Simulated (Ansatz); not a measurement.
CrO$_{2}$ (rutile, P4_2/mnm) at seven volumes, plane-wave PAW PBEsol (Ansatz code), shape and atoms relaxed at each. One row is withheld.

| V (Å³/atom) | P (GPa) |
|---|---|
| 8.450 | 30.16 |
| 8.729 | 18.35 |
| 9.007 | 8.39 |
| 9.286 | 0.00 |
| 9.565 | ? |
| 9.843 | -12.85 |
| 10.122 | -17.58 |

Problem. Fit the shown pressures and predict the withheld one.

Solution. P = (3/2)B₀(x^(7/2) − x^(5/2))[1 + (3/4)(B′ − 4)(x − 1)] with x = (V₀/V)^(2/3). Least squares on the six rows gives V₀ = 9.287 Å³/atom, B₀ = 253 GPa, B′ = 4.92. At V = 9.565, x = 0.9805 and P = -6.94 GPa. The run itself gave -7.02 GPa.

Symmetry was held in the PBEsol relaxation. Magnetic state: ferromagnetic, chosen from 5 collinear starts compared on coarse meshes (ties went to the first, and starts can fall back to one state), not a proven ground state. Textbook magnetic order: ferromagnetic. No Hubbard U is applied.

Potentials: the later of the program's two PAW sets.
